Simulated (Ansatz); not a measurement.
Structure: an ordered 4-atom cell of LiTlSe₂ on the zincblende lattice (P-4m2), at its r2SCAN minimum. Around Li lie 4 Se at 2.53 Å; around Se lie 2 Li at 2.53 Å and 2 Tl at 2.68 Å; around Tl lie 4 Se at 2.68 Å.

Space group P-4m2 (No. 115). a = 4.264 Å, b = 4.264 Å, c = 5.980 Å, α = 90.00°, β = 90.00°, γ = 90.00°

| atom | site | symmetry | x | y | z |
| --- | --- | --- | --- | --- | --- |
| Li | 1a | -4m2 | 0.0000 | 0.0000 | 0.0000 |
| Se | 2g | 2mm. | 0.0000 | 0.5000 | 0.2292 |
| Tl | 1c | -4m2 | 0.5000 | 0.5000 | 0.5000 |

The questions ask for values computed with Ansatz 0.2.0 on this geometry. These are computed values for a non-magnetic cell that may be hypothetical; none is a measurement.

Given (6×6×4 mesh): With r2SCAN the gap is 0.71 eV and direct, at Γ.

Task: Estimate the gap with PBE+SOC on 6×6×4.

Result: With PBE+SOC the gap is 0.34 eV and direct, at Γ. Spin-orbit coupling itself accounts for -0.10 eV. The gap differs by -0.37 eV from r2SCAN's.

Task: How does the gap change from r2SCAN to HSE06 (4×4×4)?

Result: With HSE06 the gap is 1.17 eV and direct, at Γ. The gap differs by +0.46 eV from r2SCAN's.

Task: What does DDH-PBE0 give for the gap (4×4×4 mesh)?

Result: With DDH-PBE0 the gap is 1.02 eV and direct, at Γ. The share of exact exchange is 0.112. The gap differs by +0.31 eV from r2SCAN's.

Task: What does Hartree-Fock give for the gap (4×4×4 mesh)?

Result: Hartree-Fock gives a direct gap of 6.65 eV at Γ. The gap differs by +5.94 eV from r2SCAN's.

Task: Relaxed again with PBEsol, is the cell stable at the zone centre, and where do its optical modes lie?

Result: The zone-centre optical frequencies run from 45 to 366 cm⁻¹, none imaginary (the rest of the zone wasn't tested). With the long-range field the highest mode reaches 374 cm⁻¹. The program warns that the force constants, and all that is formed from them, aren't settled on this k mesh.

Task: Going by these computed values, what does each step up buy?

Result: r2SCAN covers 37 % of the step from PBE to HSE06, while HSE06 needs about 14 times r2SCAN's cost (on a coarser mesh). Spin-orbit coupling moves the least or the direct gap by up to 0.10 eV, so it is at the margin where a tenth of an eV counts. Among these functionals the gap stays direct.

Only the levels marked +SOC include spin-orbit coupling.

The meshes of the hybrids are coarse, so their gaps aren't converged to the digits shown.

Set aside, since their points miss a band edge that the other levels read or their mesh is too coarse: HSE06+SOC.
